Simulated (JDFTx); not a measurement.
Part of a log of JDFTx (a modified build) for trifluoroacetic acid, C2HF3O2 (SMILES O=C(O)C(F)(F)F), charge 0, multiplicity 1 (PBE, GBRV ultrasoft potentials, plane waves to 20/100 Ha):

```
unit cell volume = 7731.06
Chosen fftbox size, S = [  100  90  84  ]
unit cell volume = 7731.06
Chosen fftbox size, S = [  96  80  80  ]
  'O' pseudopotential, 'SLA  PW   PBE  PBE' functional
  6 valence electrons, 2 orbitals, 5 projectors, 737 radial grid points, with lMax = 2
  'C' pseudopotential, 'SLA  PW   PBE  PBE' functional
  4 valence electrons, 2 orbitals, 4 projectors, 721 radial grid points, with lMax = 1
  'F' pseudopotential, 'SLA  PW   PBX  PBC' functional
  7 valence electrons, 2 orbitals, 4 projectors, 799 radial grid points, with lMax = 1
  'H' pseudopotential, 'SLA  PW   PBX  PBC' functional
  1 valence electrons, 1 orbitals, 2 projectors, 615 radial grid points, with lMax = 0
Initialized 4 species with 8 total atoms.
Folded 1 k-points by 1x1x1 to 1 k-points.
nElectrons:  42.000000   nBands: 21   nStates: 1
average nbasis = 33023.000 , ideal nbasis = 33027.680
Correction to mu due to finite nuclear width = -0.00539026
   Cavity determined by nc: 0.0007 and sigma: 0.6
[...]
	Linear fluid (dielectric constant: 78.4) occupying 0.908042 of unit cell:	Completed after 32 iterations
[... later lines of the fluid solver are left out ...]
ElecMinimize: Iter:   0  Etot: -117.110630984320977  |grad|_K:  7.844e-05  alpha:  1.000e+00
ElecMinimize: Iter:   1  Etot: -117.114954564731974  |grad|_K:  6.086e-05  alpha:  1.013e+00  linmin: -2.015e-04
ElecMinimize: Iter:   2  Etot: -117.116888443679613  |grad|_K:  4.081e-05  alpha:  7.554e-01  linmin: -1.575e-03
[... lines cut ...]
ElecMinimize: Iter:   9  Etot: -117.118023533869604  |grad|_K:  7.869e-07  alpha:  7.594e-01  linmin: -6.416e-02
ElecMinimize: Iter:  10  Etot: -117.118023872210685  |grad|_K:  5.029e-07  alpha:  7.442e-01  linmin: -6.442e-02
ElecMinimize: Iter:  11  Etot: -117.118023987621555  |grad|_K:  3.995e-07  alpha:  6.122e-01  linmin:  2.880e-02
ElecMinimize: Iter:  12  Etot: -117.118024037884993  |grad|_K:  2.595e-07  alpha:  4.880e-01  linmin:  2.456e-02
ElecMinimize: Iter:  13  Etot: -117.118024061582616  |grad|_K:  1.686e-07  alpha:  5.118e-01  linmin: -2.486e-01
ElecMinimize: Converged (|Delta Etot|<1.000000e-07 for 2 iters).

# Energy components:
   A_diel =       -0.0392037186883485
   Eewald =       64.5952104040499648
       EH =      164.2956682526695715
     Eloc =     -386.1251071604434628
      Enl =       16.5984998089499065
      Exc =      -25.2341002930195906
 Exc_core =        0.1974516503071963
       KE =       48.5935569945921841
-------------------------------------
     Etot =     -117.1180240615826165
```

**Question.** Which solvation model was used?
(A) soft-sphere model
(B) SCCS (g09 parameters)
(C) linear PCM without cavity terms (LA12)
(D) linear PCM (GLSSA13)

**Answer.** C, linear PCM without cavity terms (LA12). The liquid was water (dielectric constant 78.4), no salt.
